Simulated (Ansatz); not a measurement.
The start is a relaxed Cr cell, doubled along one cell vector, shaken by Gaussian noise of σ = 0.08 Å a coordinate. A full variable-cell relaxation at zero pressure is run with PBE (plane waves to 420 eV, PAW, scalar-relativistic; Ansatz, a program for electronic structure). The first steps use a coarse 11×6×11 k-mesh.

Initial structure:
```yaml
crystal:
  lattice:
    - [2.86614, 0.00000, 0.00000]
    - [0.00000, 5.73228, 0.00000]
    - [0.00000, 0.00000, 2.86614]
  atoms:
    - { symbol: Cr, position: [0.97547, 0.00771, 0.96155] }
    - { symbol: Cr, position: [0.02220, 0.51333, 0.02976] }
    - { symbol: Cr, position: [0.49578, 0.22075, 0.46879] }
    - { symbol: Cr, position: [0.48925, 0.73297, 0.48787] }
```
Spin-polarised start, with opposed moments on Cr.

**Question.** How large is the pressure on the unrelaxed cell, and of which sign?

**Answer.** +2.6 GPa (positive: the cell is compressed).

**Question.** What is the largest force in the starting geometry, and on which atom (counted from 1)?

**Answer.** 1.79 eV/Å, on Cr3 (atoms numbered as listed).

**Question.** How much energy is released per atom?

**Answer.** 0.09 eV/atom.

**Question.** Does it find its way back to the structure it was made from?

**Answer.** It returns to the parent structure, Im-3m (No. 229).

**Question.** How do the shortest distances between atoms change?

**Answer.** The closest pairs of elements (up to four, under 3.6 Å), start → end: Cr–Cr 2.26 → 2.48 Å.

**Question.** What magnetic moments remain?

**Answer.** Net 0.00 μB/atom, antiferromagnetic.

It ends as:

Space group Im-3m (No. 229); a = 2.8661 Å, b = 2.8661 Å, c = 2.8661 Å, α = 90.00°, β = 90.00°, γ = 90.00°

```csv
atom,site,symmetry,x,y,z
Cr,2a,m-3m,0.0000,0.0000,0.0000
```

Final values are on a 16×16×16 k-mesh of the relaxed cell. Spin state reached: antiferromagnetic (net 0.00 μB/atom); other spin orders were not run from this start.
